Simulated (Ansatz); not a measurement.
input.yaml (Ansatz)

```yaml
crystal:
  lattice:
    - [4.3947841151, 0.0, 0.0]
    - [0.0, 4.3947841151, 0.0]
    - [0.0, 0.0, 4.3947841151]
  atoms:
    - { symbol: Rb, position: [0.0, 0.0, 0.0] }
hamiltonian:
  xc: lda
  pseudopotentials:
    kind: paw
    azcp:
      Rb: "pseudopotentials/Rb.paw.azcp"
basis:
  ecutwfc: 420
  fft_grid_basis: typed
kpoints:
  mp_grid: { grid: [8, 8, 8], shift: [0, 0, 0] }
magnetization:
  spin_polarized: false
scf:
  occupations: { method: fermi_dirac, width: 0.1 }
  lower_state_search: "off"
output:
  stress: true
```

and its output:

```
Warning: the record states the generating functional pbe (its physics header spells it `PBE`), which answers neither for hamiltonian.xc's functional nor for the lda family's — results may be inconsistent (PPs are generated against a specific XC)
Engine: ansatz 0.2.0, x86_64-unknown-linux-gnu
Pseudopotentials: kind: paw
Pseudopotential: Rb, paw, valence charge 9, recommended cutoff 420 eV (normal) 
Functional definition: SPW92
  exchange = slater_x
  correlation = pw_c
Crystal: 1 atoms, lattice volume = 84.881 Å³
Basis set: ecut = 420 eV, 1647 PW (Γ)
Bands: 9, of which v1, the nominal top of the filled ones, is band 5 counted from 1 (4 counted from 0)
Symmetry: 48 space group operations
Space group: Pm-3m (ITA 221), of the structure as read, at distance tolerance 4.4e-5 Å
k-points: 35 of 512
Non-local potential: Rb, projectors of the file, l = 0: 3, l = 1: 2, l = 2: 2
PAW form: soft (Blöchl's): semilocal exchange-correlation on the pseudo side does not see the compensation charge
PAW frozen core: Rb, regenerated for the run's functional, and the local potential with it (the file was generated under x = pbe(κ = 0.804, μ = 0.2195149727645171), c = pbe(β = 0.06672455060314922))
PAW one-centre angular grid: Rb, 110 points (default); XC on 64 Gauss nodes
Initial density: superposition of atomic densities (neutral atoms: chi_scale 0, normalization atom), corrected by the library's trained network
Initial wavefunctions: pseudopotential atomic-orbital guess
Functional: x = slater, c = lda
SCF iter   1: F=—  HF=-3170.672848 eV  |F-HF|=—  |Δ(HF+E_count)|=         —  Δρ=2.97e-3  dr2=4.40e-3  ethr=1.77e-3  ⟨swp⟩=6.9  Hψ=2587  notcnv=0
SCF iter   2: F=—  HF=-3170.672446 eV  |F-HF|=—  |Δ(HF+E_count)|=   4.02e-4  Δρ=1.55e-3  dr2=1.66e-3  ethr=4.89e-5  ⟨swp⟩=1.8  Hψ=669  notcnv=0
SCF iter   3: F=—  HF=-3170.672615 eV  |F-HF|=—  |Δ(HF+E_count)|=   1.68e-4  Δρ=2.07e-4  dr2=6.28e-5  ethr=1.84e-5  ⟨swp⟩=2.0  Hψ=473  notcnv=0
SCF iter   4: F=—  HF=-3170.672632 eV  |F-HF|=—  |Δ(HF+E_count)|=   1.77e-5  Δρ=1.17e-4  dr2=1.28e-5  ethr=6.98e-7  ⟨swp⟩=2.1  Hψ=472  notcnv=0
SCF iter   5: F=—  HF=-3170.672627 eV  |F-HF|=—  |Δ(HF+E_count)|=   5.30e-6  Δρ=1.99e-5  dr2=3.41e-7  ethr=1.43e-7  ⟨swp⟩=2.5  Hψ=455  notcnv=0
SCF iter   6: F=-3170.672627 eV  HF=-3170.672627 eV  |F-HF|=1.72e-9  |Δ(HF+E_count)|=   1.70e-7  Δρ=1.62e-6  dr2=2.58e-9  ethr=1.11e-9  ⟨swp⟩=4.3  Hψ=959  notcnv=0
SCF 1 converged in 6 iterations: F = -3170.672627 eV  dr2 = 2.58e-9
SCF converged after 6 iterations
Free energy (F): -3170.672627 eV
Harris-Foulkes:  -3170.672627 eV  (|F-HF|=1.72e-9)
Internal energy: -3170.647598 eV  (E = F + TS)
E sigma→0 (E₀):  -3170.660112 eV
Entropy (-TS):   -0.025029 eV (-25.029 meV/atom)
Fermi energy:    2.035158 eV
--- Per-component energies (eV) ---
  E_band       = -118.672802
  E_kinetic    = 190.992448
  E_local      = -711.210361  (includes V_loc(G=0)·N_el)
  E_nonlocal   = 178.093821
  E_hartree    = 198.828481
  E_xc         = -127.445684
  E_vxc        = -134.269701  (∫ρ·V_xc dr)
  E_paw        = -2523.669610  (= ΣΔE_a)
  E_vpaw       = -39.934772  (= ΣTr[D̂ρ^β])
  E_aug_tail   = -0.000002  (compensation charges beyond the density's cutoff)
  E_ewald      = -376.507949
  E_core_change = 0.271259  (= ΣΔE_core)
  E_smearing   = -0.025029  (= −TS)
  E_closure    = -0.000000  (closes the sum)
  Σ components = -3170.672627   (vs F -3170.672627, Δ=0.00e0)
--- Stress (GPa, compression-positive) ---
       -0.015484       0.000000       0.000000
       -0.000000      -0.015484       0.000000
       -0.000000       0.000000      -0.015484
  P = ⅓ Tr σ = -0.0155 GPa (-0.155 kbar)
```

Command:

```sh
ansatz run input.yaml --threads 2 --pin off --max-ram 5120MiB --backend cpu --events-out ev --progress --plain --runs-dir out
```

On 2 threads of Intel(R) Xeon(R) 6975P-C (Granite Rapids) (shared host) this took about 0.43 s of wall time and 0.7 s of CPU time.
